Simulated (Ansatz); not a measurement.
**Be (bcc): energy against volume**

The calculation used DFT, PBEsol, plane waves (420 eV) with PAW, scalar-relativistic in Ansatz. (PAW data from PBE, frozen cores regenerated.)

The cell is scaled uniformly from the relaxed one, with fractional coordinates and shape fixed. Energies are extrapolated to zero smearing, pressures are those at the given smearing. Magnetic state: spin not included.

A Birch-Murnaghan fit gives V₀ = 7.74 Å³/atom, B₀ = 126 GPa, B₀′ = 3.4.

(1) What are the energy above the minimum and the pressure at 7.134 Å³/atom?

(2) What are the energy above the minimum and the pressure at 7.444 Å³/atom?

(3) What are the energy above the minimum and the pressure at 8.685 Å³/atom?

Answers

(1) 21.1 meV/atom and 11.84 GPa as computed.

(2) 4.8 meV/atom and 5.34 GPa as computed.

(3) 38.0 meV/atom and -11.66 GPa as computed.
